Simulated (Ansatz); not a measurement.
System: Rh₂Au (cadmium iodide prototype, strained and with displaced atoms), 3 atoms in the cell.

```yaml
crystal:
  lattice:
    - [3.79351, -0.07198, 0.09718]
    - [-1.95909, 3.14667, -0.02361]
    - [0.15869, 0.04710, 5.98258]
  atoms:
    - { symbol: Au, position: [0.63518, 0.28088, 0.84427] }
    - { symbol: Rh, position: [0.99438, 0.98084, 0.09461] }
    - { symbol: Rh, position: [0.31609, 0.67215, 0.59990] }
```
Lattice in Å, positions in fractions of it.

Code and potentials: Ansatz all-electron LAPW. Settings of the plain PBE run: k-mesh 3×3×1 Γ-centred; Fermi–Dirac smearing of 0.15 eV; no spin polarisation; no spin–orbit coupling.

Plain PBE gives:

```yaml
Pressure: -5.11 GPa
```

```
atom  Fx (eV/Å)  Fy (eV/Å)  Fz (eV/Å)
 Au1      0.270      1.771      0.728
 Rh2     -1.014     -0.404      0.751
 Rh3      0.744     -1.367     -1.480
```

(1) What changes under PBE with spin–orbit coupling?

## Answers

(1) The pressure decreases by 0.406 GPa to -5.511 GPa; the forces move by 52 meV/Å (rms):

| atom | Fx (eV/Å) | Fy (eV/Å) | Fz (eV/Å) |
| --- | --- | --- | --- |
| Au1 | 0.272 | 1.777 | 0.726 |
| Rh2 | -1.000 | -0.416 | 0.692 |
| Rh3 | 0.729 | -1.361 | -1.418 |

The k-mesh is coarse, so these values belong to this mesh and can lie far from the converged ones. The elements were drawn onto a prototype; most such cells aren't known phases.
